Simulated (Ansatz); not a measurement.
# Computed energy over volume and axial ratio: KTaO3 (cubic perovskite)

KTaO$_{3}$ (cubic perovskite)

```
KTaO3
1.0
    3.98532     0.00000     0.00000
    0.00000     3.98532     0.00000
    0.00000     0.00000     3.98532
K Ta O
1 1 3
Direct
  0.00000   0.00000   0.00000
  0.50000   0.50000   0.50000
  0.00000   0.50000   0.50000
  0.50000   0.50000   0.00000
  0.50000   0.00000   0.50000
```

The relaxed cell is deformed in two ways at once: its volume V is scaled, and at that volume it is stretched along z (the c axis of the conventional cell) so that c/a changes. Fractional atomic positions are held.

Level of theory: PBEsol (plane waves to 420 eV, PAW, scalar-relativistic; Ansatz, a quantum-chemistry and plane-wave program). k mesh 8×8×8 (Γ-centred), Fermi-Dirac smearing 0.05 eV. E stands for the smeared free energy. Stress and pressure are positive under compression. KTaO3 is run without spin polarisation. KTaO3 was relaxed with its symmetry unable to fall. Spin-orbit coupling is left out, though Ta is heavy. ΔE is measured from the relaxed starting cell.

ΔE (meV/atom), with V/V₀ across and (c/a)/(c/a)₀ down:

```csv
(c/a)/(c/a)₀ \ V/V₀,0.920,0.960,1.000,1.040,1.080
0.880,292.3,221.7,185.6,177.5,192.0
0.940,110.6,59.2,40.3,47.7,76.3
1.000,59.7,13.8,0.0,12.0,44.6
1.060,100.6,50.1,32.0,40.1,69.3
1.120,209.7,146.1,116.4,114.1,133.8
```

σzz − σxx (GPa), with V/V₀ across and (c/a)/(c/a)₀ down:

```csv
(c/a)/(c/a)₀ \ V/V₀,0.920,0.960,1.000,1.040,1.080
0.880,80.3,69.0,59.4,51.2,44.2
0.940,35.0,29.9,25.6,21.9,18.7
1.000,0.0,0.0,0.0,0.0,0.0
1.060,-28.5,-24.1,-20.4,-17.2,-14.5
1.120,-53.0,-44.7,-37.6,-31.7,-26.6
```

Summary:

```
Item                                                                                                 Value
-----------------------------------------------------  ---------------------------------------------------
Shear modulus C′ = (C11 − C12)/2 (fit, atoms clamped)                                              188 GPa
Lowest place on the grid                                 V/V₀ = 1.000, (c/a)/(c/a)₀ = 1.000 (0.0 meV/atom)
Highest place on the grid                              V/V₀ = 0.920, (c/a)/(c/a)₀ = 0.880 (292.3 meV/atom)
```

(Under strain, the slope of the energy per volume gives the stress and its curvature an elastic modulus.)
